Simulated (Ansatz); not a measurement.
ZrC:
```xyz
2
Lattice="0.0000 2.3557 2.3557 2.3557 0.0000 2.3557 2.3557 2.3557 0.0000" Properties=species:S:1:pos:R:3 pbc="T T T"
C      0.0000     0.0000     0.0000
Zr     2.3557     2.3557     2.3557
```

Relaxed with r²SCAN.

**Question.** Map the electron localisation function on the plane through (0.000, 0.000, 0.000) spanned by u = [1, 0, 0] and v = [0, 1, -1] in lattice vectors, from r²SCAN (plane waves, PAW; program Ansatz).

**Answer.** x is the fraction of u, y of v (the angle between them is 90°; rows are the nearest grid lines); atoms in the plane: C at (0.00, 0.00), Zr at (0.50, 0.50).
```
| .*@@@*-::-*@@@*. |
|.:#@@%+:..:+%@@#:.|
|*#@@@*-.  .-*@@@#*|
|@@@@*-......-*@@@@|
|@@@*-:-+**+-:-*@@@|
|@%*-:=#@@@@#=:-*%@|
|*+-.-#@@@@@@#-.-+*|
|-:..+@@%++%@@+..:-|
|:. .*@@+  +@@*. .:|
|:. .*@@+  +@@*. .:|
|-:..+@@%++%@@+..:-|
|*+-.-#@@@@@@#-.-+*|
|@%*-:=#@@@@#=:-*%@|
|@@@*-:-+**+-:-*@@@|
|@@@@*-......-*@@@@|
|*#@@@*-.  .-*@@@#*|
|.:#@@%+:..:+%@@#:.|
| .*@@@*-::-*@@@*. |
```
Scale: ten equal steps from 0.022 (start of ' ') to 0.814 (end of '@'), in the order ' .:-=+*#%@'; x runs from 0.000 to 1.00, y from 0.000 (bottom) to 1.00 (top).

The density is the valence pseudo-density with augmentation charge, so density and ELF within about 1 Å of a nucleus are not all-electron values.

Space group Fm-3m (rock salt). The r²SCAN relaxation kept the symmetry of its start; of distortions, only those at the zone centre were tested. The run is not spin-polarised.

Potentials: the later of the program's two PAW sets.
